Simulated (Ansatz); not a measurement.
**Structure relaxation, Mo**

The start is a generated cell, Mo built in the AFLOW prototype A_oF8_70_a. A full variable-cell relaxation at zero pressure is run with r2SCAN (plane waves to 500 eV, PAW, scalar-relativistic; Ansatz, a quantum-chemistry and plane-wave program). The first steps use a coarse 14×14×14 k-mesh.

The start:
```
Mo
1.0
    0.00000     2.53026     4.45763
    1.38558     0.00000     4.45763
    1.38558     2.53026     0.00000
Mo
2
Direct
  0.25000   0.25000   0.25000
  0.00000   0.00000   0.00000
```

### Question
What pressure does the first self-consistent step give?

### Answer
+5.3 GPa (positive: the cell is compressed).

### Question
How much energy is released per atom?

### Answer
0.09 eV/atom.

### Question
How does the volume per atom move from start to end?

### Answer
+1.8 %, from 15.63 to 15.90 Å³/atom.

### Question
How do the shortest distances between atoms change?

### Answer
The closest pairs of elements (up to four, under 3.6 Å), start → end: Mo–Mo 2.65 → 2.64 Å.

### Question
What band gap does the relaxed structure have at this level?

### Answer
Zero (metallic).

### Question
Write out the relaxed structure.

### Answer

Space group Fddd, origin choice 1 (No. 70); a = 2.640 Å, b = 5.426 Å, c = 8.881 Å, α = β = γ = 90.00°

```
atom  site  symmetry       x       y       z
----  ----  --------  ------  ------  ------
Mo      8a       222  0.0000  0.0000  0.0000
```
(The calculation used a cell of 2 atoms; values per cell refer to that cell.)

The space group stays Fddd (No. 70) (the run could not lower it); the end is AFLOW prototype A_oF8_70_a, with 2 atoms in the primitive cell. Final values are on a 20×20×20 k-mesh of the relaxed cell. No spin polarisation in the result.

The run could not lose the symmetry of its start; a randomly shaken copy of 4 atoms returns to this structure.

All atoms sit on sites fixed by symmetry, so only the cell could relax.

The relaxed structure here is a generated cell of Mo: the first start was made by placing the elements on the sites of a structure type, and the end was not matched to a known phase here, so it may be hypothetical. Known forms of Mo include space group No. 229.
